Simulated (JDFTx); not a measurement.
An input for a modified build of JDFTx (V(100), linear PCM (GLSSA13), water, 0.1 M KCl; bohr, hartree) and the course of its log:

```
lattice \
  5.6359191941 0.0000000000 0.0000000000 \
  0.0000000000 5.6359191941 0.0000000000 \
  0.0000000000 0.0000000000 56.6917837388
coords-type Lattice
ion V 0.0000000000 0.0000000000 -0.0994133330 0
ion V 0.5000000000 0.5000000000 -0.0497066670 0
ion V 0.0000000000 0.0000000000 0.0000000000 0
ion V 0.5000000000 0.5000000000 0.0497066670 0
ion V 0.0000000000 0.0000000000 0.0994133330 0
ion-species pseudo/v_pbe_v1.4.upf
elec-cutoff 20 100
elec-ex-corr gga-PBE
coulomb-interaction Slab 001
coulomb-truncation-embed 0 0 0
kpoint-folding 8 8 1
elec-smearing Fermi 0.01
elec-n-bands 45
target-mu -0.130093
electronic-scf nIterations 100 energyDiffThreshold 1e-07
fluid LinearPCM
pcm-variant GLSSA13
fluid-solvent H2O
fluid-cation K+ 0.1
fluid-anion Cl- 0.1
fluid-minimize nIterations 400 knormThreshold 1e-11
wavefunction read f0.wfns
elec-initial-eigenvals f0.eigenvals
elec-initial-fillings read f0.fillings
fluid-initial-state f0.fluidState
dump-name f0_u1.$VAR
dump End State Ecomponents EigStats BandEigs Forces ElecDensity IonicPositions Fillings Kpoints Dtot FluidDebug BoundCharge FluidDensity
```

```
[one cycle in 5 is shown, and the last three; fluid-solver lines are left out]
	FillingsUpdate:  mu: -0.130093000  nElectrons: 62.667171
SCF: Cycle:  0   G: -347.852956697136392   dG: +2.252e+00   |Residual|: 1.871e-01   |deigs|: 9.009e-10
	FillingsUpdate:  mu: -0.130093000  nElectrons: 64.291110
SCF: Cycle:  5   G: -349.937413415174206   dG: -4.674e-02   |Residual|: 8.702e-02   |deigs|: 1.041e-03
	FillingsUpdate:  mu: -0.130093000  nElectrons: 64.220230
SCF: Cycle: 10   G: -349.867111256802218   dG: +6.953e-02   |Residual|: 8.108e-02   |deigs|: 5.490e-04
	FillingsUpdate:  mu: -0.130093000  nElectrons: 64.532014
SCF: Cycle: 15   G: -350.020027519376356   dG: +5.871e-03   |Residual|: 3.914e-02   |deigs|: 1.311e-04
	FillingsUpdate:  mu: -0.130093000  nElectrons: 64.600519
SCF: Cycle: 20   G: -350.046458031351619   dG: -4.317e-02   |Residual|: 3.772e-02   |deigs|: 5.501e-04
	FillingsUpdate:  mu: -0.130093000  nElectrons: 64.481055
SCF: Cycle: 25   G: -350.006731025226600   dG: +7.558e-03   |Residual|: 4.417e-02   |deigs|: 1.212e-04
	FillingsUpdate:  mu: -0.130093000  nElectrons: 64.582165
SCF: Cycle: 30   G: -350.038649941000017   dG: -8.196e-03   |Residual|: 3.798e-02   |deigs|: 2.830e-04
	FillingsUpdate:  mu: -0.130093000  nElectrons: 64.629119
SCF: Cycle: 35   G: -350.060712239395798   dG: -8.811e-03   |Residual|: 2.778e-02   |deigs|: 2.098e-04
	FillingsUpdate:  mu: -0.130093000  nElectrons: 64.509863
SCF: Cycle: 40   G: -350.031279415743825   dG: +1.540e-02   |Residual|: 3.537e-02   |deigs|: 2.568e-04
	FillingsUpdate:  mu: -0.130093000  nElectrons: 64.256410
SCF: Cycle: 45   G: -349.929987807129976   dG: +4.097e-02   |Residual|: 5.802e-02   |deigs|: 6.840e-04
	FillingsUpdate:  mu: -0.130093000  nElectrons: 64.456710
SCF: Cycle: 50   G: -350.015078082730724   dG: -3.115e-02   |Residual|: 4.013e-02   |deigs|: 4.388e-04
	FillingsUpdate:  mu: -0.130093000  nElectrons: 63.986682
SCF: Cycle: 55   G: -349.674397694060360   dG: +2.008e-01   |Residual|: 8.349e-02   |deigs|: 1.186e-03
	FillingsUpdate:  mu: -0.130093000  nElectrons: 63.941358
SCF: Cycle: 60   G: -349.744888962337313   dG: -1.448e-01   |Residual|: 7.879e-02   |deigs|: 8.080e-04
	FillingsUpdate:  mu: -0.130093000  nElectrons: 61.894835
SCF: Cycle: 65   G: -346.927907205634767   dG: +2.016e+00   |Residual|: 2.381e-01   |deigs|: 5.651e-03
	FillingsUpdate:  mu: -0.130093000  nElectrons: 64.673848
SCF: Cycle: 70   G: -350.088316474859766   dG: -1.278e-02   |Residual|: 1.864e-02   |deigs|: 3.050e-04
	FillingsUpdate:  mu: -0.130093000  nElectrons: 59.904284
SCF: Cycle: 75   G: -341.222188435842668   dG: +5.747e-01   |Residual|: 3.907e-01   |deigs|: 6.486e-04
	FillingsUpdate:  mu: -0.130093000  nElectrons: 59.946066
SCF: Cycle: 80   G: -341.378674616717149   dG: +2.423e+00   |Residual|: 3.859e-01   |deigs|: 3.183e-03
	FillingsUpdate:  mu: -0.130093000  nElectrons: 55.826337
SCF: Cycle: 85   G: -318.155021769272025   dG: -3.286e-01   |Residual|: 6.866e-01   |deigs|: 2.091e-04
	FillingsUpdate:  mu: -0.130093000  nElectrons: 53.560990
SCF: Cycle: 90   G: -299.079711363068213   dG: +2.315e+01   |Residual|: 8.440e-01   |deigs|: 1.174e-02
	FillingsUpdate:  mu: -0.130093000  nElectrons: 63.528273
SCF: Cycle: 95   G: -349.584115443538167   dG: +4.831e-01   |Residual|: 1.102e-01   |deigs|: 4.269e-03
	FillingsUpdate:  mu: -0.130093000  nElectrons: 63.912859
SCF: Cycle: 97   G: -349.857744761838205   dG: -1.558e-01   |Residual|: 7.383e-02   |deigs|: 1.209e-03
	FillingsUpdate:  mu: -0.130093000  nElectrons: 64.121292
SCF: Cycle: 98   G: -349.977045687202633   dG: -1.193e-01   |Residual|: 5.738e-02   |deigs|: 9.702e-04
	FillingsUpdate:  mu: -0.130093000  nElectrons: 64.131501
SCF: Cycle: 99   G: -349.977574037946624   dG: -5.284e-04   |Residual|: 5.539e-02   |deigs|: 9.655e-05
SCF: None of the convergence criteria satisfied after 100 iterations.
IonicMinimize: Iter:   0  G: -349.977574037946624  |grad|_K:  0.000e+00
IonicMinimize: Converged (|grad|_K<1.000000e-04).
```

This run gave no converged result. The electronic loop ended without meeting its threshold, so the last energy, electron count and forces aren't results.
